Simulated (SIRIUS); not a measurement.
A self-consistent single point of Al₂GaN₃ (P1, 12 atoms in the cell; from Materials Project mp-1228953, changed as shown) with SIRIUS.

Computed with LDA (PW92), GBRV LDA ultrasoft pseudopotentials (plane waves; SIRIUS).

The change in words: lattice vector a scaled by 1.02. Reference geometry (Cm):
```
Al2GaN3
1.0
    5.73942    -1.56608     0.00000
    5.73942     1.56608     0.00000
   -1.89610     0.00000     7.16784
Al Ga N
4 2 6
Direct
  0.94410   0.94410   0.38930
  0.88890   0.88890   0.77660
  0.22290   0.22290   0.44440
  0.55410   0.55410   0.11330
  0.27730   0.27730   0.05780
  0.60960   0.60960   0.72170
  0.14740   0.14740   0.18520
  0.48130   0.48130   0.85290
  0.81820   0.81820   0.51490
  0.76480   0.76480   0.90120
  0.09500   0.09500   0.56370
  0.43160   0.43160   0.24380
```

Reference input (self-consistent single point, DFT, LDA (PW92), plane waves, GBRV LDA ultrasoft pseudopotentials): parameters.ngridk = 5 5 2; parameters.xc_functionals = [XC_LDA_X, XC_LDA_C_PW]; parameters.gk_cutoff = 6.325 1/bohr; parameters.pw_cutoff = 14.143 1/bohr; parameters.shiftk = 1 1 1; parameters.smearing = gaussian; parameters.smearing_width = 0.0001 Ha; potentials = GBRV LDA ultrasoft pseudopotentials; parameters.electronic_structure_method = pseudopotential; parameters.num_bands = 48; parameters.num_mag_dims = 0; parameters.num_dft_iter = 100. This run's input differs from it in these lines:

```diff
@@ -33,7 +33,7 @@
     "lattice_vectors": [
-      [0.964730432, -0.2632397906, 0.0],
-      [0.964730432, 0.2632397906, 0.0],
-      [-0.3187124733, 0.0, 1.2048308452]
+      [0.9647304437, -0.2632398372, 0.0],
+      [0.9458140797, 0.2580782071, 0.0],
+      [-0.3124631862, 0.0, 1.1812066245]
     ],
-    "lattice_vectors_scale": 11.242458,
+    "lattice_vectors_scale": 11.467308,
     "atom_coordinate_units": "lattice",
```

Output, abridged:

```
[find] density tolerance         : 1e-06
[find] total energy tolerance    : 1e-07
[find] iter_solver_tol (initial) : 0.01
[find] iter_solver_tol (target)  : 1e-13
[find] num_dft_iter              : 100
Charges and magnetic moments
--------------------------------------------------------------------------------
total charge          : 80.000000
[find] | SCF iteration   0 out of 100|
[diagonalize] iterative solver tolerance (occupied, empty): 0.01 0.01
[diagonalize] average number of iterations: 2
[find] Charges and magnetic moments
[find] total charge          : 80.000000
[find] Energy
[find] smearing (-TS)                 :      -0.00000000
   [... lines left out ...]

[find] Charges and magnetic moments
[find] total charge          : 80.000000
[find] Energy
[find] smearing (-TS)                 :       0.00000000
[find] Total energy                   :    -489.26717930 (Ha),    -978.53435860 (Ry)
[find] Free energy (E-TS)             :    -489.26717930 (Ha),    -978.53435860 (Ry)
[find] band gap (eV)                  :       3.73569053
[find] Efermi                         :       0.36330673
[find] iteration : 28, RMS (target) : 8.9983e-07 (1.0000e-06) , energy difference (target) : -1.3262e-10 (1.0000e-07)
[find] bands are converged : true
[find] iterative solver converged : false
[find] converged after 29 SCF iterations!
[find] Charges and magnetic moments
[find] total charge          : 80.000000
[find] Energy
[find] smearing (-TS)                 :       0.00000000
[find] Total energy                   :    -489.26717930 (Ha),    -978.53435860 (Ry)
[find] Free energy (E-TS)             :    -489.26717930 (Ha),    -978.53435860 (Ry)
[find] band gap (eV)                  :       3.73569053
[find] Efermi                         :       0.36330673
[ground_state] === stress tensor components [kbar] ===
[ground_state] === stress_total ===
[ground_state]    83.882759  -49.455545    3.371082
[ground_state]   -49.455545   88.123906   -7.913849
[ground_state]     3.371082   -7.913849   60.230567
[ground_state] ==== total Forces in Ha/bohr =====
   [... lines left out ...]
[ground_state] atom:    7, force:       0.0023061      0.0059588     -0.0030368
[ground_state] atom:    8, force:      -0.0000854      0.0050524     -0.0014122
[ground_state] atom:    9, force:      -0.0030373      0.0001587      0.0019398
[ground_state] atom:   10, force:      -0.0000605      0.0000797      0.0040457
[ground_state] atom:   11, force:      -0.0022522     -0.0001160     -0.0021089
```

The run converged in 29 iterations. SIRIUS prints the stress tensor with tension positive. Against the reference run the free energy goes up by 14.8 meV/atom, the pressure goes from -4.14 to -7.74 GPa and the largest force goes from 0.211 to 0.364 eV/Å.

The structure comes from a collection of computed structures, made at another level of theory; the collection holds predicted forms beside known ones.

Cost on one core: about 5 core-minutes (a rough figure).

The gap that the log prints is read on the run's mesh, which can miss the band edges or a crossing.
